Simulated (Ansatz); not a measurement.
# Ca, simple cubic: geometry optimisation

All numbers below come from Ansatz 0.2.0, DFT, PBEsol, plane waves (420 eV) with PAW, scalar-relativistic. (PAW data from PBE, frozen cores regenerated.)

k-point mesh 9×9×9, Fermi-Dirac smearing 0.1 eV, no spin polarisation. Cell and atoms relax.

Starting structure:

```yaml
crystal:
  lattice:
    - [3.6119528465, 0.0, 0.0]
    - [0.0, 3.6119528465, 0.0]
    - [0.0, 0.0, 3.6119528465]
  atoms:
    - { symbol: Ca, position: [0.0, 0.0, 0.0] }
hamiltonian:
  xc: pbesol
  pseudopotentials:
    kind: paw
    azcp:
      Ca: "pseudopotentials/Ca.paw.azcp"
basis:
  ecutwfc: 420
  fft_grid_basis: typed
kpoints:
  mp_grid: { grid: [9, 9, 9], shift: [0, 0, 0] }
magnetization:
  spin_polarized: false
scf:
  occupations: { method: fermi_dirac, width: 0.1 }
relax:
  max_steps: 60
  f_tol: 0.01
  cell: {}
output:
  write_density: true
  write_potential: true
  elf: true
  volumetric_format: npy
```

Task: What cell does the relaxation end in?

Result: Pm-3m with a = 3.468 Å; 41.73 Å³ per atom against 47.12 at the start (-11.4 %).

Task: How much energy does the relaxation gain?

Result: 20.8 meV per atom.
